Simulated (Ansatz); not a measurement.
Input:

AlInN₂:
Space group I-42d (No. 122); a = b = 4.7441 Å, c = 9.2781 Å, α = β = γ = 90.00°

```
atom  site  symmetry       x       y       z
----  ----  --------  ------  ------  ------
Al      4a      -4..  0.0000  0.0000  0.0000
In      4b      -4..  0.0000  0.0000  0.5000
N       8d       .2.  0.2011  0.2500  0.1250
```
(The calculation used a cell of 8 atoms; values per cell refer to that cell.)

This is the PBE-relaxed structure.

### Question
All from the program Ansatz at the PBE level (PAW), unless another level is named. Predict the hole effective mass.

### Answer
0.17, 1.3, 1.3 mₑ (principal values).

### Question
And the valence-band maximum?

### Answer
at Γ.

### Question
Predict the weight of the conduction-edge state by species (Voronoi cells).

### Answer
N 53 %, In 30 %, Al 17 %.

The first step of the workflow began from a Materials Project structure, measured or hypothetical; the Crystallography Open Database copy checked does not list it. Its standing as an ambient phase is unchecked. The PBE relaxation kept the symmetry of its start; its stability against distortions is not shown here. Scalar-relativistic: spin–orbit coupling is off unless named, which matters more the heavier the elements.

Potentials: the later of the program's two PAW sets.

Edges and masses are those of Kohn–Sham bands, whose gap is no quasiparticle gap.
